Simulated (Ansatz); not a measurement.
NbAs:
```yaml
crystal:
  lattice:
    - [-1.72895, 1.72895, 5.88291]
    - [1.72895, -1.72895, 5.88291]
    - [1.72895, 1.72895, -5.88291]
  atoms:
    - { symbol: Nb, position: [0.99912, 0.99912, 0.00000] }
    - { symbol: Nb, position: [0.74912, 0.24912, 0.50000] }
    - { symbol: As, position: [0.41688, 0.41688, 0.00000] }
    - { symbol: As, position: [0.16688, 0.66688, 0.50000] }
```

Relaxed with r²SCAN. Special points in fractions of this cell's reciprocal vectors: Γ (0.000, 0.000, 0.000); X (0.000, 0.000, 0.500); P (0.250, 0.250, 0.250); N (0.000, 0.500, 0.000); M (0.500, 0.500, -0.500); S (0.272, 0.728, -0.272); S0 (-0.272, 0.272, 0.272); R (-0.043, 0.043, 0.500); G (0.500, 0.500, -0.043).

List the band energies nearest the Fermi level at these points for r²SCAN in the plane-wave PAW code Ansatz.

In eV from the Fermi level; about four levels below and three above (degenerate sets whole), none deeper than 8.9 eV; points with the same levels are listed once.

```json
[
 {"k": "Γ", "below": "-2.13 -1.78 -1.52 -1.52", "above": "0.74 1.31 2.51"},
 {"k": "X", "below": "-3.04 -3.04 -0.70 -0.70", "above": "2.55 2.55 2.76 2.76"},
 {"k": "P", "below": "-3.06 -3.06 -0.68 -0.68", "above": "2.56 2.56 2.72 2.72"},
 {"k": "N", "below": "-2.41 -1.99 -1.48 -0.17", "above": "0.07 1.23 2.25"},
 {"k": "M", "below": "-2.57 -2.57 -0.69 -0.69", "above": "1.01 1.01 2.01 2.01"},
 {"k": "S", "below": "-2.40 -2.25 -1.51 -0.12", "above": "0.11 1.50 2.13"},
 {"k": "R", "below": "-3.02 -3.02 -0.73 -0.73", "above": "2.41 2.41 2.79 2.79"}
]
```

Space group I4_1md. The cell was relaxed with r²SCAN under the symmetry of its start. No spin polarisation was allowed. A small band overlap can be real or an error of a semilocal functional. The Fermi level of a semimetal is unsure by some 0.05 eV on such meshes. Scalar-relativistic: spin–orbit coupling is off unless named, which matters more the heavier the elements.

Potentials: the later of the program's two PAW sets.
